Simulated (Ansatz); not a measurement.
## AlRu, first-principles data

AlRu:
Space group Cmcm (No. 63); a = 2.9783 Å, b = 9.0812 Å, c = 4.0819 Å, α = 90.00°, β = 90.00°, γ = 90.00°

```csv
atom,site,symmetry,x,y,z
Al,4c,m2m,0.0000,0.4076,0.2500
Ru,4c,m2m,0.0000,0.1357,0.2500
```
(The calculation used a cell of 4 atoms; values per cell refer to that cell.)

Space group Cmcm (No. 63); conventional cell a = 2.978 Å, b = 9.081 Å, c = 4.082 Å, α = 90.00°, β = 90.00°, γ = 90.00°.

Method: plane-wave PAW r²SCAN (Ansatz code). The cell and atoms are relaxed at this level. Other levels are named where they apply.

**Cell and energy**

```
Property                                                      Result
-----------------------------------------------------  -------------
Volume per atom                                             13.80 Å³
Density                                                   7.70 g/cm³
Formation energy from the elements (no fitted shifts)  -0.50 eV/atom
```

**Electronic structure**

```
Item                                                                         Value
------------------------------------  --------------------------------------------
Electronic character                                             metallic (no gap)
Density of states at the Fermi level  0.79 states/eV per atom (mean over ±0.08 eV)
```

**Mechanics**

```
Quantity                              Value
----------------------------------  -------
Bulk modulus (Birch–Murnaghan fit)  195 GPa
Pressure derivative B′                  4.5
```

**Charges**

```
Property                     Result
-------------  --------------------
Bader charges  Al +1.96, Ru -1.96 e
```

The start of the workflow was typed in or built on a structure type; neither database checked (COD, Materials Project) lists it. COD files the formula under space group No. 221, so this cell is another polymorph or a model. Whether it is the stable phase at ambient conditions was not checked. The cell was relaxed with r²SCAN under the symmetry of its start; whether a distortion lowers the energy is not shown. No spin polarisation was allowed. Axis ratios of metals converge slowly with the k-mesh, so a and c are less sure than the volume. The references are the lowest solids computed at this level, not always the standard phases. Spin–orbit coupling is left out wherever it is not named.

Potentials: the later of the program's two PAW sets.
